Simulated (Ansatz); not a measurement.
AlN:
```
AlN
1.0
    0.00000     2.20126     2.20126
    2.20126     0.00000     2.20126
    2.20126     2.20126     0.00000
Al N
1 1
Direct
  0.00000   0.00000   0.00000
  0.25000   0.25000   0.25000
```

Relaxed with PBE. Special points in fractions of this cell's reciprocal vectors: Γ (0.000, 0.000, 0.000); X (0.500, 0.000, 0.500); U (0.625, 0.250, 0.625); K (0.375, 0.375, 0.750); L (0.500, 0.500, 0.500); W (0.500, 0.250, 0.750).

Task: List the band energies nearest the valence-band maximum at these points for PBE (plane waves, PAW; program Ansatz).

Result: In eV from the valence-band maximum; about four levels below and three above (degenerate sets whole), none deeper than 8.9 eV; … stands for higher levels left out; points with the same levels are listed once.

```
k              below         above
-  -----------------  ------------
Γ     0.00 0.00 0.00        3.98 …
X  -4.82 -1.74 -1.74   3.31 8.48 …
U  -4.19 -3.55 -1.35   5.12 9.93 …
L  -5.74 -0.47 -0.47   7.17 9.70 …
W  -3.74 -3.35 -2.63  5.99 11.28 …
```

Space group F-43m (zinc blende). The cell was relaxed with PBE under the symmetry of its start.

Potentials: the earlier of the program's two PAW sets.
